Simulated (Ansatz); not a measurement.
A relaxed cell of AlIr (Pm-3m (No. 221)), relaxed on a k-mesh at least as fine as the one used below. Calculation: PBEsol (plane waves to 420 eV, PAW, scalar-relativistic; Ansatz, an electronic-structure program). Γ-centred k-mesh 6×11×11 on the run's cell (coarser than for final values), Fermi–Dirac smearing 0.05 eV.

```
CELL_PARAMETERS angstrom
      5.97814     0.00000     0.00000
      0.00000     2.98907     0.00000
      0.00000     0.00000     2.98907
ATOMIC_POSITIONS crystal
  Ir 0.25000 0.50000 0.50000
  Ir 0.75000 0.50000 0.50000
  Al 0.00000 0.00000 0.00000
  Al 0.50000 0.00000 0.00000
```

The atoms are displaced by (Å):

```json
[
 {"atom": "Ir1", "ux": "-0.094", "uy": "-0.032", "uz": "-0.013"},
 {"atom": "Ir2", "ux": "0.055", "uy": "-0.090", "uz": "-0.078"},
 {"atom": "Al3", "ux": "0.118", "uy": "-0.097", "uz": "-0.039"},
 {"atom": "Al4", "ux": "0.008", "uy": "-0.024", "uz": "-0.070"}
]
```

Q: What forces (eV/Å) and pressure result?

A: 
```
atom     Fx     Fy     Fz
----  -----  -----  -----
Ir1    2.49  -0.49  -0.37
Ir2   -1.04   0.23   0.18
Al3   -1.94   0.55   0.06
Al4    0.50  -0.29   0.13
```

Pressure +2.8 GPa.

Q: Estimate the energy cost of the displacement in the harmonic approximation and compare with the calculation.

A: For a harmonic well ΔE = −½ Σ F·u = 0.294 eV a cell, or 73 meV/atom. The calculated energy relative to the undisplaced cell is +0.07 eV/atom, so the harmonic estimate holds well.

No spin polarisation in the result.

The run that gave the undisplaced cell could not lose the symmetry of its start; a randomly shaken copy of 4 atoms returns to this structure.

The first start was generated by placing the elements on the sites of a structure type. Materials Project lists a structure of AlIr in the same space group, Pm-3m (No. 221); the sites were not compared with it, nor with measured phases.
